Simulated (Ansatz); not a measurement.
Total density of states per atom from the program Ansatz at the LDA level (PAW), in 0.25 eV bins, energy from the Fermi level:

```
E (eV) | states/eV/atom
    -7.85 |  0.00
    -7.60 |  0.00
    -7.35 |  0.00
    -7.10 | ################ 0.50
    -6.85 | ########################## 0.82
    -6.60 | ##################### 0.66
    -6.35 | ############### 0.48
    -6.10 | ########## 0.31
    -5.85 | ######## 0.24
    -5.60 | ###### 0.19
    -5.35 | ##### 0.16
    -5.10 | #### 0.13
    -4.85 | ### 0.10
    -4.60 | ### 0.09
    -4.35 | ### 0.11
    -4.10 | ######### 0.28
    -3.85 | ################# 0.54
    -3.60 | #################### 0.63
    -3.35 | ################### 0.59
    -3.10 | ######################## 0.74
    -2.85 | ############################## 0.94
    -2.60 | ###################### 0.68
    -2.35 | ################ 0.51
    -2.10 | #################### 0.62
    -1.85 | #################### 0.64
    -1.60 | ################## 0.56
    -1.35 | ############### 0.48
    -1.10 | ########### 0.34
    -0.85 | ######## 0.24
    -0.60 | ###### 0.18
    -0.35 | #### 0.14
    -0.10 | ### 0.11
     0.15 | ### 0.09
     0.40 | #### 0.13
     0.65 | ###### 0.20
     0.90 | ############ 0.38
     1.15 | ################### 0.59
     1.40 | #################### 0.62
     1.65 | ##################### 0.66
     1.90 | ##################### 0.67
     2.15 | ################# 0.55
     2.40 | ############ 0.39
     2.65 | ################# 0.52
     2.90 | ############### 0.48
     3.15 | ############# 0.39
     3.40 | #################### 0.63
     3.65 | ########################### 0.85
     3.90 | ####################### 0.72
     4.15 | ####################### 0.73
     4.40 | ######################### 0.78
     4.65 | ##################### 0.65
```

Problem. Which compound is it?
A. LiTaO3, P4/mbm (Li on 2c, Ta on 2a, O on 2b, O on 4g)
B. InGaN2, P3m1 (In on 1a, Ga on 1c, N on 1c, N on 1a)
C. C, P6/mmm (C on 2c)
D. Ga2BiAs, R3m (Ga on 3a, Ga on 3a, Bi on 3a, As on 3a)

Solution. D, Ga2BiAs, R3m (Ga on 3a, Ga on 3a, Bi on 3a, As on 3a). Within 0.5 eV of the Fermi level: Bi 6p 36 %, Ga 4p 27 %, As 4p 15 %, Ga 4s 13 %, As 4s 5 %. Projections are on Löwdin-orthogonalised atomic valence shells; empty p or d shells of many metals are not among them.

The workflow started from a Materials Project entry (that database holds measured and hypothetical structures alike); the Crystallography Open Database copy checked does not list it. Its standing as an ambient phase is unchecked. The LDA relaxation kept the symmetry of its start; of distortions, only those at the zone centre were tested. Spin–orbit coupling is left out wherever it is not named.

Potentials: the later of the program's two PAW sets.
